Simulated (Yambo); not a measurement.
**Convergence of the G0W0 gap of Cs2IBrCl6**

G0W0@PBEsol for Cs2IBrCl6 (space group Fm-3m, No. 225) in Yambo. Reference settings: 2×2×2 Γ-centred k mesh, 369 bands and a 6 Ry block in the screening, 369 bands in G with the Bruneval-Gonze terminator, plasmon pole fitted at 27.2 eV. The PBEsol gap L → L on this mesh is 0.82 eV; G0W0 gaps are taken between the same points.

```csv
change from the reference,G0W0 gap L → L (eV),shift of the valence edge (eV),rough Yambo cost
reference settings,1.44,-0.32,1
"136 bands in W, 136 bands in G",1.50,-0.02,about 1/3
"234 bands in W, 234 bands in G",1.43,-0.20,within a factor of two
136 bands in G,1.46,-0.18,–
234 bands in G,1.43,-0.28,–
167 bands in W,1.45,-0.17,within a factor of two
1 Ry block,1.54,-0.03,within a factor of two
3 Ry block,1.43,-0.17,within a factor of two
5 Ry block,1.43,-0.28,within a factor of two
pole fitted at 55 eV,1.45,-0.36,–
no random integration,1.41,-0.13,–
"136 bands in G, no terminator",1.46,0.39,–
"234 bands in G, no terminator",1.42,0.02,–
no terminator,1.44,-0.17,–
```

The reference isn't shown to be the converged limit. Costs are rough (shared machines), scaled to the same edge states, and given only for runs that recompute the screening.

Without spin-orbit coupling, band edges of such heavy elements can be off by tenths of an eV.

Geometry of the Materials Project entry, not relaxed at this level; primitive cell a = b = c = 8.041 Å, α = β = γ = 60.00°.

The structure is a Materials Project entry; no match was found in the copy of COD used, and its stability was not checked.

A shift is the quasiparticle energy of the state minus its PBEsol energy.
